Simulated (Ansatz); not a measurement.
In, DFT, PBEsol, all-electron PAW with datasets made for the crystal, scalar-relativistic (Ansatz 0.2.0), run on 1 thread of Arm Neoverse V2 on a shared host.

Structure from Materials Project entry mp-1184502 (possibly hypothetical), not relaxed further. The listed cell was then made from it by scaling, straining or moving an atom.

Command: `ansatz run input.yaml --threads 1 --pin off --max-ram 6144MiB --backend cpu --events-out ev --progress --plain --runs-dir out`

```yaml
crystal:
  lattice:
    - [1.6696368166, 0.9639652655, 8.371612515]
    - [-1.6696368166, 0.9639652655, 8.371612515]
    - [0.0, -1.927930531, 8.371612515]
  atoms:
    - { symbol: In, position: [0.0, 0.0, 0.0] }
    - { symbol: In, position: [0.77801224, 0.77801224, 0.77801224] }
    - { symbol: In, position: [0.22198776, 0.22198776, 0.22198776] }
kpoints:
  mp_grid: { grid: [14, 14, 14] }
scf:
  occupations: { method: fermi_dirac, width: 0.05 }
hamiltonian:
  xc: pbesol
  pseudopotentials: { kind: all_electron, datasets: crystal }
output:
  forces: true
  stress: true
  eigenvalues: true
  efg: { contact_densities: true }
```

How large is the problem that the program sets up?

288 irreducible k-points, 699 plane waves at Γ, 25 bands.

Estimate the wall time and the peak memory.

59 s of wall time for 8 SCF iterations, with a peak of 1.2 GiB. Times on shared machines scatter by tens of per cent.

And the same cell and mesh by PAW with the default files, asked for forces, stress, eigenvalues, efg, on the same hardware?

26 s, peak memory 0.66 GiB.
